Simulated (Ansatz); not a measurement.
BeS (rock salt, Fm-3m) at seven volumes, r²SCAN in the plane-wave PAW code Ansatz, scaled uniformly. One row is withheld.

```
V (Å³/atom)  P (GPa)
-----------  -------
11.321             ?
11.694          7.70
12.068          3.57
12.441          0.00
12.814         -3.10
13.187         -5.78
13.561         -8.11
```

**Question.** Fit the shown pressures and predict the withheld one.

**Answer.** P = (3/2)B₀(x^(7/2) − x^(5/2))[1 + (3/4)(B′ − 4)(x − 1)] with x = (V₀/V)^(2/3). Least squares on the six rows gives V₀ = 12.441 Å³/atom, B₀ = 111 GPa, B′ = 3.77. At V = 11.321, x = 1.0649 and P = 12.51 GPa. The run itself gave 12.48 GPa.

The cell is a constructed one: a structure type filled with these elements; neither database checked (COD, Materials Project) lists it. COD files the formula under space group No. 216, so this cell is another polymorph or a model. Its standing as an ambient phase is unchecked. The r²SCAN relaxation kept the symmetry of its start. At this level the phase is dynamically unstable (imaginary phonons).

Potentials: the later of the program's two PAW sets.
